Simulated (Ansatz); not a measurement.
**Ca5Ir2N6: do the settings matter for the field gradients?**

This input was run with Ansatz:

```yaml
crystal:
  lattice:
    - [5.0297290223, -3.3636878696, 0.0]
    - [5.0297290223, 3.3636878696, 0.0]
    - [-3.0020850118, 0.0, 12.0939812174]
  atoms:
    - { symbol: Ca, position: [0.62561235, 0.37438765, 0.75] }
    - { symbol: Ca, position: [0.37438765, 0.62561235, 0.25] }
    - { symbol: Ca, position: [0.31660599, 0.80273389, 0.00083219] }
    - { symbol: Ca, position: [0.19726611, 0.68339401, 0.49916781] }
    - { symbol: Ca, position: [0.68339401, 0.19726611, 0.99916781] }
    - { symbol: Ca, position: [0.80273389, 0.31660599, 0.50083219] }
    - { symbol: Ca, position: [0.28417096, 0.03892635, 0.72353217] }
    - { symbol: Ca, position: [0.96107365, 0.71582904, 0.77646783] }
    - { symbol: Ca, position: [0.71582904, 0.96107365, 0.27646783] }
    - { symbol: Ca, position: [0.03892635, 0.28417096, 0.22353217] }
    - { symbol: Ir, position: [0.70188877, 0.83422125, 0.55308696], spin: 1.0 }
    - { symbol: Ir, position: [0.16577875, 0.29811123, 0.94691304], spin: 1.0 }
    - { symbol: Ir, position: [0.29811123, 0.16577875, 0.44691304], spin: 1.0 }
    - { symbol: Ir, position: [0.83422125, 0.70188877, 0.05308696], spin: 1.0 }
    - { symbol: "N", position: [0.59508121, 0.67334125, 0.64026761] }
    - { symbol: "N", position: [0.32665875, 0.40491879, 0.85973239] }
    - { symbol: "N", position: [0.40491879, 0.32665875, 0.35973239] }
    - { symbol: "N", position: [0.67334125, 0.59508121, 0.14026761] }
    - { symbol: "N", position: [0.29732777, 0.28484439, 0.59530991] }
    - { symbol: "N", position: [0.71515561, 0.70267223, 0.90469009] }
    - { symbol: "N", position: [0.70267223, 0.71515561, 0.40469009] }
    - { symbol: "N", position: [0.28484439, 0.29732777, 0.09530991] }
    - { symbol: "N", position: [0.91668047, 0.99569859, 0.62745353] }
    - { symbol: "N", position: [0.00430141, 0.08331953, 0.87254647] }
    - { symbol: "N", position: [0.08331953, 0.00430141, 0.37254647] }
    - { symbol: "N", position: [0.99569859, 0.91668047, 0.12745353] }
magnetization:
  spin_polarized: true
kpoints:
  mp_grid: { grid: [6, 6, 3] }
scf:
  occupations: { method: fermi_dirac, width: 0.05 }
  mixing: { preconditioner: local_kerker }
hamiltonian:
  xc: pbe
  pseudopotentials: { kind: paw }
output:
  forces: true
  stress: true
  populations: true
  efg:
    quadrupole_moments_barn: { Ca: -0.0408, Ir: 0.751, "N": 0.02044 }
    contact_densities: true
total_charge: -1
```

```sh
ansatz run input.yaml --threads 2 --pin off --max-ram 5120MiB --backend cpu --events-out ev --progress --plain --runs-dir out
```

It converged. Of its output the block on the nuclei alone is shown, without the SCF iterations, energies, forces and stress (one atom of each set):

```
--- PAW observables at the nuclei: V_zz in 10²¹ V/m², potentials from the cell's mean, atoms counted from 1 ---
  atom   1  Ca V_zz =    -2.718276   η = 0.0643   by run symmetry: allowed   C_q = +2.6817 MHz
            electrostatic potential = -2217.815286 V   contact ρ = 41253.739465 e/Å³   contact ρ_s (e/Å³): all electrons +0.000001, valence +0.000001
  atom   3  Ca V_zz =    +2.246920   η = 0.7886   by run symmetry: allowed   C_q = -2.2167 MHz
            electrostatic potential = -2217.799909 V   contact ρ = 41253.375992 e/Å³   contact ρ_s (e/Å³): all electrons +0.000001, valence +0.000001
  atom   7  Ca V_zz =    +2.875571   η = 0.2766   by run symmetry: allowed   C_q = -2.8369 MHz
            electrostatic potential = -2217.983948 V   contact ρ = 41253.986257 e/Å³   contact ρ_s (e/Å³): all electrons +0.000002, valence +0.000002
  atom  11  Ir V_zz =   -23.033944   η = 0.9318   by run symmetry: allowed   C_q = -418.2757 MHz
            electrostatic potential = -15777.947316 V   contact ρ = 11166280.809595 e/Å³   contact ρ_s (e/Å³): all electrons +0.000032, valence +0.000040
  atom  15  N  V_zz =    -3.752322   η = 0.5359   by run symmetry: allowed   C_q = -1.8545 MHz
            electrostatic potential = -517.172938 V   contact ρ = 1416.205953 e/Å³   contact ρ_s (e/Å³): all electrons -0.000005, valence -0.000006
  atom  19  N  V_zz =    -1.049154   η = 0.6047   by run symmetry: allowed   C_q = -0.5185 MHz
            electrostatic potential = -516.785853 V   contact ρ = 1417.911213 e/Å³   contact ρ_s (e/Å³): all electrons +0.000014, valence +0.000020
  atom  23  N  V_zz =    -3.282157   η = 0.4250   by run symmetry: allowed   C_q = -1.6222 MHz
            electrostatic potential = -517.144139 V   contact ρ = 1416.460728 e/Å³   contact ρ_s (e/Å³): all electrons -0.000005, valence -0.000006
```

Problem. Can these gradients be trusted, and how do they compare with a run on standard settings?

Solution. Only as results of these settings. Against the standard input the change is `scf.mixing.preconditioner`: not typed → local_kerker; `total_charge`: not typed → -1. A site carries the number of its first atom; V_zz in 10²¹ V/m².

```json
{"site": "Ca1", "atom": "1", "V_zz standard": "-2.69", "η standard": "0.02", "V_zz here": "-2.72", "η here": "0.06"}
{"site": "Ca3", "atom": "3", "V_zz standard": "2.23", "η standard": "0.84", "V_zz here": "2.25", "η here": "0.79"}
{"site": "Ca7", "atom": "7", "V_zz standard": "2.80", "η standard": "0.32", "V_zz here": "2.88", "η here": "0.28"}
{"site": "Ir", "atom": "11", "V_zz standard": "22.0", "η standard": "0.90", "V_zz here": "-23.0", "η here": "0.93"}
{"site": "N15", "atom": "15", "V_zz standard": "-3.67", "η standard": "0.53", "V_zz here": "-3.75", "η here": "0.54"}
{"site": "N19", "atom": "19", "V_zz standard": "1.34", "η standard": "0.84", "V_zz here": "-1.05", "η here": "0.60"}
{"site": "N23", "atom": "23", "V_zz standard": "-3.15", "η standard": "0.44", "V_zz here": "-3.28", "η here": "0.43"}
```

The largest change of V_zz along a kept axis is on N23, from -3.15 to -3.28. The whole tensor moves most on Ir, by 2.73 along its most changed direction. In per cent, |V_zz| changes by +1 to +3 on Ca, +2 to +4 on N (all sites that start above 2, bar those whose gradient vanishes or changes sign or whose main axis turns by over 40°). On Ir, N19 the largest principal value lies along another axis in the second run, so the two V_zz can't be compared directly. The changed cell holds a charge of -1 on a uniform background, so it isn't the neutral crystal. SCF iterations: 14 and 15.

On the reference run: The largest force is 0.3 eV/Å, so the atoms aren't at the calculated equilibrium and relaxing them would move these values. With no gap above 0.1 eV, as in a metal, the gradients converge slowly in k; expect changes of a tenth or more on a denser mesh. Spin–orbit coupling is left out, which shifts gradients on Ir by a few per cent in wide-gap crystals, and can shift them far more where the calculated gap is small or absent, as here. Semilocal functionals make gaps too small and can close them, so the real compound need not be a metal. The start moments die out, and the run ends without spin.
